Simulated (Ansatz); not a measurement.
A crystal relaxed with r2SCAN in Ansatz has space group P-6 (No. 174) and a = 7.213 Å, c = 2.767 Å.

```
atom  site       x       y       z
  Xx    3k  0.2294  0.8474  0.5000
   C    3j  0.4340  0.2479  0.0000
   N    1d  0.3333  0.6667  0.5000
   N    1e  0.6667  0.3333  0.0000
   N    3k  0.9488  0.6136  0.5000
   N    3j  0.2932  0.0247  0.0000
```

The r2SCAN gap is indirect, 2.16 eV (K to Γ), below the direct gap of 2.20 eV at Γ. The HSE06 gap is indirect, 3.26 eV (K to Γ), below the direct gap of 3.30 eV at Γ. Meshes: r2SCAN 6×6×10, HSE06 3×3×6. r2SCAN's ε∞ is 5.5 along x and y, 5.9 along z.

Task: Which element is Xx?
A. Si
B. Sn
C. Ge
D. Pb

Result: C. Xx is Ge: a 14-atom cell of Ge₃C₃N₈ built on β-Si3N4 (relaxed group P-6). Ge is surrounded by 4 N at 1.78–1.88 Å; C is surrounded by 4 N at 1.41–1.63 Å; N is surrounded by 3 Ge at 1.80 Å; N is surrounded by 3 C at 1.47 Å; N is surrounded by 2 C at 1.63 Å and 1 Ge at 1.88 Å; N is surrounded by 1 C at 1.41 Å and 2 Ge at 1.78 Å.

No spin polarisation. The prototype was imposed, so other structures may be more stable.

Spin-orbit coupling is left out.

The meshes of the hybrids are coarse, so their gaps aren't converged to the digits shown.

For a response run the program warns that the ground state's bands aren't all converged, so ε∞ carries an extra error.
